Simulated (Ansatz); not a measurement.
A geometry of VBiO$_{4}$ away from equilibrium: the start of the relaxation of a generated cell, VBiO4 built in the AFLOW prototype AB4C_tI12_82_c_g_a (H0_7, as in BPO4). Calculation: PBE (plane waves to 420 eV, PAW, scalar-relativistic; Ansatz, a quantum-chemistry and plane-wave program). Γ-centred k-mesh 7×7×7 on the run's cell (coarser than for final values), Fermi–Dirac smearing 0.05 eV.

```xyz
6
Lattice="-2.3045 2.3045 3.5308 2.3045 -2.3045 3.5308 2.3045 2.3045 -3.5308" Properties=species:S:1:pos:R:3 pbc="T T T"
V      0.0000     2.3045     1.7654
O      1.1218     1.1246     0.9025
O      1.1826     1.1799     4.4333
O      3.4843     1.1218    -0.9025
O     -1.1799     1.1826     2.6283
Bi     0.0000     0.0000     0.0000
```
Spin-polarised start, with parallel moments on V.

Q: What forces act on the atoms (eV/Å)?

A: 
```
atom     Fx     Fy     Fz
----  -----  -----  -----
V1     0.00   0.00   0.00
O2     3.99   4.49   3.60
O3    -3.99  -4.49   3.60
O4    -4.49   3.99  -3.60
O5     4.49  -3.99  -3.60
Bi6    0.00   0.00   0.00
```

Q: What is the pressure?

A: +53.7 GPa, compression positive.

Q: How much energy per atom can still be gained by relaxing?

A: 1.48 eV/atom; the path ends in I-4 (No. 82).

No spin polarisation in the result: the starting moments vanished. The d or f electrons are treated with no Hubbard U.

The run could not lose the symmetry of its start, so the end can be a saddle point.

The end of the path is a generated cell of VBiO4: the first start was made by placing the elements on the sites of a structure type, and the end was not matched to a known phase here, so it may be hypothetical. Known forms of VBiO4 include space group No. 88.
